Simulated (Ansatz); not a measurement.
Run on PIr (rocksalt type): DFT, LDA, all-electron LAPW, scalar-relativistic (Ansatz 0.2.0).

The cell comes from a relaxation on PAW files under the same functional, begun from a prototype that needn't be the stable phase.

Command: `ansatz run input.yaml --threads 1 --pin off --max-ram 2048MiB --backend cpu --events-out ev --progress --plain --runs-dir out` It took 44 s on 1 thread of Arm Neoverse V1, with other jobs on the host, peak memory 0.48 GiB.

```yaml
crystal:
  lattice:
    - [0.0, 2.4263656764, 2.4263656764]
    - [2.4263656764, 0.0, 2.4263656764]
    - [2.4263656764, 2.4263656764, 0.0]
  atoms:
    - { symbol: Ir, position: [0.0, 0.0, 0.0] }
    - { symbol: P, position: [0.5, 0.5, 0.5] }
kpoints:
  mp_grid: { grid: [14, 14, 14] }
  band_path:
    path:
      - [0.0, 0.0, 0.0]
      - [0.5, 0.0, 0.5]
      - [0.625, 0.25, 0.625]
      - [0.375, 0.375, 0.75]
      - [0.0, 0.0, 0.0]
      - [0.5, 0.5, 0.5]
      - [0.5, 0.25, 0.75]
      - [0.5, 0.0, 0.5]
    npoints: 14
scf:
  occupations: { method: fermi_dirac, width: 0.08 }
hamiltonian:
  xc: lda
  pseudopotentials: { kind: all_electron, lapw: { basis_error: 0.001 } }
output:
  forces: true
  stress: true
  eigenvalues: true
  populations: true
  dos: { projected: true, de: 0.2, e_range: [-14, 8] }
```

Output:

```
Ir: projections on atomic orbitals take those of the free atom 1s2 2s2 2p6 3s2 3p6 3d10 4s2 4p6 4d10 4f14 5s2 5p6 5d7 6s2, of charge +0.00 (hamiltonian.pseudopotentials.projection_atoms)
P: projections on atomic orbitals take those of the free atom 1s2 2s2 2p6 3s2 3p3, of charge +0.00 (hamiltonian.pseudopotentials.projection_atoms)
LAPW: plane waves up to 8.551 Å⁻¹, error target 1.0e-3 eV per atom; small_component_spin mean_spin; P in spheres of 1.061 Å, 13 of its electrons in bands, Dirac shells []; Ir in spheres of 1.366 Å, 41 of its electrons in bands, Dirac shells [] (how accurate: hamiltonian.pseudopotentials.lapw.basis_error, Limitations)
Engine: ansatz 0.2.0
Pseudopotentials: kind: all_electron
Pseudopotential: Ir, LAPW, valence charge 41, lapw/all_electron/scalar/gaussian/Ir, Koelling and Harmon's equation, gaussian nucleus
Pseudopotential: P, LAPW, valence charge 13, lapw/all_electron/scalar/gaussian/P, Koelling and Harmon's equation, gaussian nucleus
Functional definition: SPW92
  exchange = slater_x
  correlation = pw_c
Crystal: 2 atoms, lattice volume = 28.569 Å³
Basis set: ecut = 278.60882757085596 eV, 307 PW (Γ), exchange–correlation at level 2
Bands: 33, of which v1, the nominal top of the filled ones, is band 27 counted from 1 (26 counted from 0)
Symmetry: 48 space group operations
Space group: Fm-3m (ITA 225), of the structure as read, at distance tolerance 3.1e-5 Å
k-points: 104 of 2744
Non-local potential: Ir, projectors of the file, none
Non-local potential: P, projectors of the file, none
Initial density: superposition of atomic densities (chi_scale 0.1, normalization cell, long waves kept (reshape's long-wave potential 0.00 eV rms))
Initial wavefunctions: plane waves of lowest kinetic energy (no species holds an atomic orbital)
Functional: x = slater, c = lda
iter 1 solved again at ethr=4.12e-4 eV; its pass at ethr=1.00e-1 eV (dr2=2.22e-1 eV) is discarded
SCF iter   1: F=—  HF=-494033.567736 eV  |F-HF|=—  |Δ(HF+E_count)|=         —  Δρ=2.56e-2  dr2=2.22e-1  ethr=4.12e-4  ⟨swp⟩=2.8  Hψ=21724  notcnv=0
preconditioner: auto → Kerker (q_TF=auto, 3.034 Å⁻¹)  [metal: Δε(μ)=0.030 eV  Ē_g=11.718 eV  σ=0.080 eV  W_gap=0.09  n_scr=14 (ndim 8)  ℏωp=26.0 eV  f_vac=0.000  D(μ)=1.06/eV (n_scr^D=8)]
SCF iter   2: F=—  HF=-494033.477139 eV  |F-HF|=—  |Δ(HF+E_count)|=   9.06e-2  Δρ=1.05e-2  dr2=2.41e-2  ethr=4.11e-4  ⟨swp⟩=2.0  Hψ=10295  notcnv=0
SCF iter   3: F=—  HF=-494033.472620 eV  |F-HF|=—  |Δ(HF+E_count)|=   4.52e-3  Δρ=9.53e-3  dr2=3.07e-2  ethr=4.46e-5  ⟨swp⟩=2.0  Hψ=9724  notcnv=0
SCF iter   4: F=—  HF=-494033.466971 eV  |F-HF|=—  |Δ(HF+E_count)|=         —  Δρ=3.79e-3  dr2=4.44e-3  ethr=4.46e-5  ⟨swp⟩=2.0  Hψ=9723  notcnv=0
the basis was enlarged: its passes take 448.9 KiB over the memory plan, 1 of 1 planned eigensolver slots
SCF iter   5: F=—  HF=-494033.466313 eV  |F-HF|=—  |Δ(HF+E_count)|=   6.58e-4  Δρ=1.72e-3  dr2=1.12e-3  ethr=8.23e-6  ⟨swp⟩=2.0  Hψ=9724  notcnv=0
SCF iter   6: F=—  HF=-494033.466179 eV  |F-HF|=—  |Δ(HF+E_count)|=   1.34e-4  Δρ=6.71e-4  dr2=1.57e-4  ethr=2.07e-6  ⟨swp⟩=2.0  Hψ=9724  notcnv=0
iter 7 solved again at ethr=2.76e-8 eV; its pass at ethr=2.90e-7 eV (dr2=1.49e-5 eV) is discarded
SCF iter   7: F=—  HF=-494033.466162 eV  |F-HF|=—  |Δ(HF+E_count)|=   1.73e-5  Δρ=2.51e-4  dr2=1.49e-5  ethr=2.76e-8  ⟨swp⟩=2.0  Hψ=16744  notcnv=0
SCF iter   8: F=—  HF=-494033.466162 eV  |F-HF|=—  |Δ(HF+E_count)|=   1.36e-7  Δρ=4.92e-5  dr2=5.06e-7  ethr=2.76e-8  ⟨swp⟩=2.0  Hψ=9724  notcnv=0
SCF iter   9: F=—  HF=-494033.466162 eV  |F-HF|=—  |Δ(HF+E_count)|=   2.91e-8  Δρ=1.58e-5  dr2=8.90e-8  ethr=9.36e-10  ⟨swp⟩=2.0  Hψ=9724  notcnv=0
SCF iter  10: F=-494033.466162 eV  HF=-494033.466162 eV  |F-HF|=1.75e-10  |Δ(HF+E_count)|=   3.13e-8  Δρ=3.33e-6  dr2=2.09e-9  ethr=1.65e-10  ⟨swp⟩=2.0  Hψ=9724  notcnv=0
SCF 1 converged in 10 iterations: F = -494033.466162 eV  dr2 = 2.09e-9
NSCF: frozen V_eff on 99 k-points
SCF converged after 10 iterations
Free energy (F): -494033.466162 eV
Harris-Foulkes:  -494033.466162 eV  (|F-HF|=1.75e-10)
Internal energy: -494033.440190 eV  (E = F + TS)
E sigma→0 (E₀):  -494033.453176 eV
Entropy (-TS):   -0.025972 eV (-12.986 meV/atom)
Fermi energy:    21.427923 eV
--- Per-component energies (eV) ---
  E_band       = -4066.931870
  E_kinetic    = 557672.987810
  E_xc         = -9804.384421
  E_electrostatic = -1041902.043578  (all electrons and nuclei)
  E_smearing   = -0.025972  (= −TS)
  E_closure    = -0.000000  (closes the sum)
  E_atoms      = -494016.850546  (free atoms, spherical and without spin; not in F)
  Σ components = -494033.466162   (vs F -494033.466162, Δ=0.00e0)
  Basis errors (estimates in eV, not in F): energy 3.8e-4 per atom: plane waves 3.5e-4 (1.9e-4 summed), levels above the bands 3.2e-61, relativity 9.4e-9, radial functions 3.7e-5, core shells 3.4e-7; eigenvalues (radial functions only) 1.9e-6; not estimated: angular momenta, meshes, grids; target (lapw.basis_error) 1.0e-3; muffin-tin radii P 1.061 Å, Ir 1.366 Å
--- Forces (eV/Å), atoms counted from 1 ---
  atom   1  Ir    -0.00000000    -0.00000000    -0.00000000
  atom   2  P      0.00000000    -0.00000000     0.00000000
  max |Σ_I F_I| component: 1.89e-30 eV/Å
--- Stress (GPa, compression-positive) ---
        0.068062      -0.000000       0.000000
       -0.000000       0.068062      -0.000000
        0.000000      -0.000000       0.068062
  P = ⅓ Tr σ = 0.0681 GPa (0.681 kbar)
--- Band table (eV; the first three rows and the last of 104) ---
  k-point 0: bands = ["-262.7017", "-262.7017", "-262.6180", "-262.6180", "-262.6180", "-146.8047", "-98.1708", "-98.1708", "-98.1708", "-70.4465", "-34.8347", "-34.8347", "-34.8347", "-34.7838", "-34.7838", "-34.7838", "-34.7221", "-27.3029", "-27.3029", "-27.3029", "7.0299", "18.0527", "18.0527", "18.0527", "18.1775", "18.1775", "21.6724", "21.6724", "21.6724", "27.9632", "31.3581", "34.4545", "34.4545"]
  k-point 1: bands = ["-262.7017", "-262.7017", "-262.6180", "-262.6180", "-262.6180", "-146.8047", "-98.1708", "-98.1708", "-98.1708", "-70.4464", "-34.8347", "-34.8347", "-34.8347", "-34.7838", "-34.7838", "-34.7838", "-34.7221", "-27.3063", "-27.3034", "-27.3034", "7.1313", "17.8830", "17.9135", "17.9135", "18.1561", "18.1561", "21.4624", "22.0196", "22.0196", "28.3569", "31.3697", "34.1181", "34.2169"]
  k-point 2: bands = ["-262.7017", "-262.7017", "-262.6180", "-262.6180", "-262.6180", "-146.8047", "-98.1708", "-98.1708", "-98.1708", "-70.4461", "-34.8347", "-34.8347", "-34.8347", "-34.7839", "-34.7839", "-34.7838", "-34.7221", "-27.3156", "-27.3047", "-27.3047", "7.4314", "17.3619", "17.4028", "17.4028", "18.3723", "18.3723", "21.0583", "22.8605", "22.8605", "29.2156", "31.0963", "33.4451", "33.4451"]
  k-point 103: bands = ["-262.7017", "-262.7017", "-262.6180", "-262.6180", "-262.6180", "-146.8047", "-98.1708", "-98.1708", "-98.1708", "-70.4439", "-34.8345", "-34.8345", "-34.8345", "-34.7842", "-34.7842", "-34.7841", "-34.7219", "-27.3501", "-27.3422", "-27.3292", "10.0634", "15.7186", "15.7726", "15.8980", "20.3378", "20.4672", "20.6878", "20.7573", "22.1456", "29.3574", "31.1407", "31.4997", "32.4798"]
--- Löwdin populations: 2 sites ---
  site symbol       q [e]
     0     Ir     76.7868
     1      P     15.0196
  spilling = 0.002104 (of n_electrons = 92.000000)
```

populations.tsv:

```
# site	symbol	l	j	q
# orbitals = lowdin
# n_electrons = 92.000000
# spilling = 0.002104
# projection_atom_Ir: 1s2 2s2 2p6 3s2 3p6 3d10 4s2 4p6 4d10 4f14 5s2 5p6 5d7 6s2
# projection_atom_P: 1s2 2s2 2p6 3s2 3p3
0	Ir	0_1S	-	1.999999
0	Ir	0_2S	-	1.999984
0	Ir	0_3S	-	1.999810
0	Ir	0_4S	-	1.998052
0	Ir	0_5S	-	1.972561
0	Ir	0_6S	-	0.772503
0	Ir	1_2P	-	6.000000
0	Ir	1_3P	-	5.999995
0	Ir	1_4P	-	5.999898
0	Ir	1_5P	-	5.987925
0	Ir	2_3D	-	9.999998
0	Ir	2_4D	-	9.999965
0	Ir	2_5D	-	8.056243
0	Ir	3_4F	-	13.999918
1	P	0_1S	-	1.999915
1	P	0_2S	-	1.994800
1	P	0_3S	-	1.598208
1	P	1_2P	-	5.998661
1	P	1_3P	-	3.427968
```

Next run (volume at 0.9 of the series' base cell), as changes to the input before:

```diff
   lattice:
-    - [0.0, 2.4263656764, 2.4263656764]
-    - [2.4263656764, 0.0, 2.4263656764]
-    - [2.4263656764, 2.4263656764, 0.0]
+    - [0.0, 2.3426303038, 2.3426303038]
+    - [2.3426303038, 0.0, 2.3426303038]
+    - [2.3426303038, 2.3426303038, 0.0]
   atoms:
-    npoints: 14
+    npoints: 8
 scf:
```

Results part of the output:

```
SCF 1 converged in 9 iterations: F = -494033.204360 eV  dr2 = 8.13e-8
NSCF: frozen V_eff on 57 k-points
SCF converged after 9 iterations
Free energy (F): -494033.204360 eV
Harris-Foulkes:  -494033.204360 eV  (|F-HF|=1.01e-7)
Internal energy: -494033.181489 eV  (E = F + TS)
E sigma→0 (E₀):  -494033.192925 eV
Entropy (-TS):   -0.022871 eV (-11.436 meV/atom)
Fermi energy:    24.497845 eV
--- Per-component energies (eV) ---
  E_band       = -3917.257472
  E_kinetic    = 557688.832802
  E_xc         = -9807.955930
  E_electrostatic = -1041914.058361  (all electrons and nuclei)
  E_smearing   = -0.022871  (= −TS)
  E_closure    = 0.000000  (closes the sum)
  E_atoms      = -494016.850546  (free atoms, spherical and without spin; not in F)
  Σ components = -494033.204360   (vs F -494033.204360, Δ=0.00e0)
  Basis errors (estimates in eV, not in F): energy 3.8e-4 per atom: plane waves 3.4e-4 (1.9e-4 summed), levels above the bands 2.5e-67, relativity 1.1e-8, radial functions 3.9e-5, core shells 1.1e-6; eigenvalues (radial functions only) 1.6e-6; not estimated: angular momenta, meshes, grids; target (lapw.basis_error) 1.0e-3; muffin-tin radii P 1.028 Å, Ir 1.314 Å
--- Forces (eV/Å), atoms counted from 1 ---
  atom   1  Ir    -0.00000000     0.00000000     0.00000000
  atom   2  P      0.00000000    -0.00000000     0.00000000
  max |Σ_I F_I| component: 1.81e-30 eV/Å
--- Stress (GPa, compression-positive) ---
       32.375308       0.000000       0.000000
        0.000000      32.375308      -0.000000
        0.000000      -0.000000      32.375308
  P = ⅓ Tr σ = 32.3753 GPa (323.753 kbar)
--- Band table (eV; the first three rows and the last of 104) ---
  k-point 0: bands = ["-259.8347", "-259.8347", "-259.7537", "-259.7537", "-259.7537", "-143.7815", "-95.1392", "-95.1392", "-95.1392", "-67.6555", "-31.9771", "-31.9771", "-31.9771", "-31.9267", "-31.9267", "-31.9267", "-31.8668", "-24.5529", "-24.5529", "-24.5529", "8.9952", "20.3899", "20.3899", "20.3899", "20.6094", "20.6094", "24.6934", "24.6934", "24.6934", "32.3729", "34.0693", "38.2178", "38.2178"]
  k-point 1: bands = ["-259.8347", "-259.8347", "-259.7537", "-259.7537", "-259.7537", "-143.7815", "-95.1392", "-95.1392", "-95.1392", "-67.6553", "-31.9771", "-31.9771", "-31.9771", "-31.9267", "-31.9267", "-31.9267", "-31.8667", "-24.5584", "-24.5537", "-24.5537", "9.1100", "20.2098", "20.2987", "20.2987", "20.5412", "20.5412", "24.5044", "25.0692", "25.0692", "32.7566", "34.1704", "37.7632", "37.9409"]
  k-point 2: bands = ["-259.8347", "-259.8347", "-259.7537", "-259.7537", "-259.7537", "-143.7815", "-95.1392", "-95.1392", "-95.1392", "-67.6548", "-31.9771", "-31.9771", "-31.9771", "-31.9268", "-31.9268", "-31.9267", "-31.8667", "-24.5736", "-24.5558", "-24.5558", "9.4495", "19.6749", "19.7700", "19.7700", "20.7800", "20.7800", "24.1142", "25.9943", "25.9943", "33.4520", "34.3127", "37.0742", "37.0742"]
  k-point 103: bands = ["-259.8347", "-259.8347", "-259.7537", "-259.7537", "-259.7537", "-143.7815", "-95.1392", "-95.1392", "-95.1392", "-67.6506", "-31.9768", "-31.9768", "-31.9768", "-31.9274", "-31.9273", "-31.9272", "-31.8663", "-24.6290", "-24.6162", "-24.5953", "12.3989", "18.0361", "18.0475", "18.1004", "23.1948", "23.3092", "23.5700", "23.6470", "25.4501", "33.3792", "34.5422", "34.8062", "36.5264"]
--- Löwdin populations: 2 sites ---
  site symbol       q [e]
     0     Ir     76.8153
     1      P     14.9695
  spilling = 0.002339 (of n_electrons = 92.000000)
```

Next run (volume at 0.8 of the series' base cell), as changes to the input before:

```diff
   lattice:
-    - [0.0, 2.3426303038, 2.3426303038]
-    - [2.3426303038, 0.0, 2.3426303038]
-    - [2.3426303038, 2.3426303038, 0.0]
+    - [0.0, 2.252438366, 2.252438366]
+    - [2.252438366, 0.0, 2.252438366]
+    - [2.252438366, 2.252438366, 0.0]
   atoms:
   mp_grid: { grid: [14, 14, 14] }
-  band_path:
-    path:
-      - [0.0, 0.0, 0.0]
-      - [0.5, 0.0, 0.5]
-      - [0.625, 0.25, 0.625]
-      - [0.375, 0.375, 0.75]
-      - [0.0, 0.0, 0.0]
-      - [0.5, 0.5, 0.5]
-      - [0.5, 0.25, 0.75]
-      - [0.5, 0.0, 0.5]
-    npoints: 8
 scf:
   populations: true
-  dos: { projected: true, de: 0.2, e_range: [-14, 8] }
```

Results part of the output:

```
SCF 1 converged in 9 iterations: F = -494032.164408 eV  dr2 = 7.37e-8
SCF converged after 9 iterations
Free energy (F): -494032.164408 eV
Harris-Foulkes:  -494032.164408 eV  (|F-HF|=6.60e-8)
Internal energy: -494032.144440 eV  (E = F + TS)
E sigma→0 (E₀):  -494032.154424 eV
Entropy (-TS):   -0.019968 eV (-9.984 meV/atom)
Fermi energy:    28.315279 eV
--- Per-component energies (eV) ---
  E_band       = -6499.478907
  E_kinetic    = 557711.328304
  E_xc         = -9812.524912
  E_electrostatic = -1041930.947833  (all electrons and nuclei)
  E_smearing   = -0.019968  (= −TS)
  E_closure    = 0.000000  (closes the sum)
  E_atoms      = -494016.850546  (free atoms, spherical and without spin; not in F)
  Σ components = -494032.164408   (vs F -494032.164408, Δ=0.00e0)
  Basis errors (estimates in eV, not in F): energy 3.9e-4 per atom: plane waves 3.4e-4 (1.9e-4 summed), levels above the bands 1.3e-71, relativity 1.3e-8, radial functions 4.3e-5, core shells 4.5e-8; eigenvalues (radial functions only) 1.9e-6; not estimated: angular momenta, meshes, grids; target (lapw.basis_error) 1.0e-3; muffin-tin radii P 0.992 Å, Ir 1.260 Å
--- Forces (eV/Å), atoms counted from 1 ---
  atom   1  Ir    -0.00000000     0.00000000    -0.00000000
  atom   2  P      0.00000000    -0.00000000    -0.00000000
  max |Σ_I F_I| component: 3.02e-30 eV/Å
--- Stress (GPa, compression-positive) ---
       89.810744       0.000000       0.000000
        0.000000      89.810744      -0.000000
        0.000000      -0.000000      89.810744
  P = ⅓ Tr σ = 89.8107 GPa (898.107 kbar)
--- Band table (eV; the first three rows and the last of 104) ---
  k-point 0: bands = ["-461.1520", "-461.1520", "-461.1520", "-256.2897", "-256.2897", "-256.2116", "-256.2116", "-256.2116", "-140.0556", "-91.4013", "-91.4013", "-91.4013", "-64.2256", "-28.4462", "-28.4462", "-28.4462", "-28.3956", "-28.3956", "-28.3956", "-28.3377", "-21.1778", "-21.1778", "-21.1778", "11.4520", "23.2348", "23.2348", "23.2348", "23.5885", "23.5885", "28.4392", "28.4392", "28.4392", "37.3544", "37.8156", "42.8926", "42.8926"]
  k-point 1: bands = ["-461.1520", "-461.1520", "-461.1520", "-256.2897", "-256.2897", "-256.2116", "-256.2116", "-256.2116", "-140.0556", "-91.4013", "-91.4013", "-91.4013", "-64.2252", "-28.4462", "-28.4462", "-28.4462", "-28.3957", "-28.3957", "-28.3956", "-28.3377", "-21.1870", "-21.1790", "-21.1790", "11.5836", "23.0440", "23.1941", "23.1941", "23.4746", "23.4746", "28.2704", "28.8473", "28.8473", "37.5372", "38.1918", "42.3150", "42.5624"]
  k-point 2: bands = ["-461.1520", "-461.1520", "-461.1520", "-256.2897", "-256.2897", "-256.2116", "-256.2116", "-256.2116", "-140.0556", "-91.4013", "-91.4013", "-91.4013", "-64.2242", "-28.4462", "-28.4461", "-28.4461", "-28.3959", "-28.3959", "-28.3956", "-28.3376", "-21.2128", "-21.1826", "-21.1826", "11.9723", "22.4948", "22.6712", "22.6712", "23.7206", "23.7206", "27.8973", "29.8699", "29.8699", "37.6928", "39.0832", "41.5605", "41.5605"]
  k-point 103: bands = ["-461.1520", "-461.1520", "-461.1520", "-256.2897", "-256.2897", "-256.2116", "-256.2116", "-256.2116", "-140.0556", "-91.4014", "-91.4014", "-91.4014", "-64.2159", "-28.4456", "-28.4456", "-28.4455", "-28.3969", "-28.3968", "-28.3966", "-28.3368", "-21.3052", "-21.2835", "-21.2486", "15.2641", "20.8186", "20.8559", "20.9394", "26.7418", "26.8414", "27.1293", "27.2305", "29.5629", "38.3790", "38.7399", "38.8573", "41.5757"]
--- Löwdin populations: 2 sites ---
  site symbol       q [e]
     0     Ir     76.8504
     1      P     14.9080
  spilling = 0.002626 (of n_electrons = 92.000000)
```

Next run (volume at 0.7 of the series' base cell), as changes to the input before:

```diff
   lattice:
-    - [0.0, 2.252438366, 2.252438366]
-    - [2.252438366, 0.0, 2.252438366]
-    - [2.252438366, 2.252438366, 0.0]
+    - [0.0, 2.1543797938, 2.1543797938]
+    - [2.1543797938, 0.0, 2.1543797938]
+    - [2.1543797938, 2.1543797938, 0.0]
   atoms:
```

Results part of the output:

```
SCF 1 converged in 9 iterations: F = -494029.729237 eV  dr2 = 5.34e-8
SCF converged after 9 iterations
Free energy (F): -494029.729237 eV
Harris-Foulkes:  -494029.729237 eV  (|F-HF|=2.87e-8)
Internal energy: -494029.712132 eV  (E = F + TS)
E sigma→0 (E₀):  -494029.720684 eV
Entropy (-TS):   -0.017105 eV (-8.553 meV/atom)
Fermi energy:    33.189259 eV
--- Per-component energies (eV) ---
  E_band       = -6239.364055
  E_kinetic    = 557743.934213
  E_xc         = -9818.497088
  E_electrostatic = -1041955.149257  (all electrons and nuclei)
  E_smearing   = -0.017105  (= −TS)
  E_closure    = -0.000000  (closes the sum)
  E_atoms      = -494016.850546  (free atoms, spherical and without spin; not in F)
  Σ components = -494029.729237   (vs F -494029.729237, Δ=0.00e0)
  Basis errors (estimates in eV, not in F): energy 3.8e-4 per atom: plane waves 3.4e-4 (1.9e-4 summed), levels above the bands 6.3e-77, relativity 1.9e-8, radial functions 4.0e-5, core shells 2.0e-7; eigenvalues (radial functions only) 2.1e-6; not estimated: angular momenta, meshes, grids; target (lapw.basis_error) 1.0e-3; muffin-tin radii P 0.952 Å, Ir 1.202 Å
--- Forces (eV/Å), atoms counted from 1 ---
  atom   1  Ir    -0.00000000     0.00000000    -0.00000000
  atom   2  P      0.00000000    -0.00000000    -0.00000000
  max |Σ_I F_I| component: 7.07e-31 eV/Å
--- Stress (GPa, compression-positive) ---
      193.804682       0.000000      -0.000000
        0.000000     193.804682      -0.000000
       -0.000000      -0.000000     193.804682
  P = ⅓ Tr σ = 193.8047 GPa (1938.047 kbar)
--- Band table (eV; the first three rows and the last of 104) ---
  k-point 0: bands = ["-456.6667", "-456.6667", "-456.6667", "-251.8064", "-251.8064", "-251.7321", "-251.7321", "-251.7321", "-135.3654", "-86.6938", "-86.6938", "-86.6938", "-59.9207", "-23.9847", "-23.9847", "-23.9847", "-23.9330", "-23.9330", "-23.9330", "-23.8781", "-16.9422", "-16.9422", "-16.9422", "14.6260", "26.7815", "26.7815", "26.7815", "27.3288", "27.3288", "33.2033", "33.2033", "33.2033", "41.4317", "44.6628", "48.8473", "48.8473"]
  k-point 1: bands = ["-456.6667", "-456.6667", "-456.6667", "-251.8064", "-251.8064", "-251.7321", "-251.7321", "-251.7321", "-135.3654", "-86.6938", "-86.6938", "-86.6938", "-59.9199", "-23.9847", "-23.9846", "-23.9846", "-23.9331", "-23.9331", "-23.9330", "-23.8780", "-16.9586", "-16.9444", "-16.9444", "14.7799", "26.5797", "26.7861", "26.7861", "27.1799", "27.1799", "33.0539", "33.6482", "33.6482", "41.7005", "45.0233", "48.1392", "48.4444"]
  k-point 2: bands = ["-456.6667", "-456.6667", "-456.6667", "-251.8064", "-251.8064", "-251.7321", "-251.7321", "-251.7321", "-135.3654", "-86.6938", "-86.6938", "-86.6938", "-59.9178", "-23.9847", "-23.9844", "-23.9844", "-23.9335", "-23.9335", "-23.9330", "-23.8778", "-17.0041", "-16.9507", "-16.9507", "15.2326", "26.0176", "26.3121", "26.3121", "27.4033", "27.4033", "32.6994", "34.7849", "34.7849", "42.2451", "45.4888", "47.2513", "47.2513"]
  k-point 103: bands = ["-456.6667", "-456.6667", "-456.6667", "-251.8064", "-251.8064", "-251.7321", "-251.7321", "-251.7321", "-135.3653", "-86.6940", "-86.6940", "-86.6939", "-59.9004", "-23.9835", "-23.9834", "-23.9833", "-23.9356", "-23.9353", "-23.9349", "-23.8762", "-17.1649", "-17.1266", "-17.0660", "18.8800", "24.2585", "24.4654", "24.6264", "31.2666", "31.3598", "31.6358", "31.7998", "34.8179", "43.9521", "44.0555", "44.7576", "48.0254"]
--- Löwdin populations: 2 sites ---
  site symbol       q [e]
     0     Ir     76.8924
     1      P     14.8324
  spilling = 0.002992 (of n_electrons = 92.000000)
```

Spin–orbit coupling is left out, which matters for the heavy atoms. The structure type is held throughout; the real material can change phase at far lower pressure.
